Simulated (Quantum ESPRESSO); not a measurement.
Kohn-Sham bands of SiGe (wurtzite)

```
SiGe
1.0
    3.90445     0.00000     0.00000
   -1.95223     3.38135     0.00000
    0.00000     0.00000     6.45078
Si Ge
2 2
Cartesian
 -1.95223   1.12712  -0.80886
  1.95223  -1.12712   2.41653
 -1.95223   1.12712  -3.22287
  1.95223  -1.12712   0.00252
```

Cell from Materials Project (mp-978534), symmetrised, no further relaxation. Not found in the COD (Crystallography Open Database) copy used; not checked further. Level: PBEsol, spinors with spin-orbit coupling; pw.x of Quantum ESPRESSO at 63 Ry with PseudoDojo potentials, 6×6×4 k-points, Wannier90. Density: 12×12×6 mesh, Gaussian smearing 0.01 Ry. The gap is small at this level and was sampled on the meshes and a path alone.

Energies are relative to the valence-band maximum; weights are on the orthonormalised atomic waves of the pseudopotential files, averaged over the group. 36 electrons a cell are treated as valence.

```tsv
bands	from (eV)	to (eV)	filling	weight on atomic waves
1–8	-25.04	-25.03	filled	___
9–20	-24.47	-24.44	filled	___
21–24	-12.71	-8.98	filled	___
25–36	-8.17	0.00	filled	___
```

Q: Which atomic shells make up each group?

A: 
- 1–8, weight on atomic waves: Ge 3d 100 %
- 9–20, weight on atomic waves: Ge 3d 100 %
- 21–24, weight on atomic waves: Ge 4s 44 %, Si 3s 25 %, Si 3p 19 %
- 25–36, weight on atomic waves: Ge 4p 44 %, Si 3p 38 %, Si 3s 11 %

The Kohn-Sham gap over both meshes and the path is 0.29 eV.
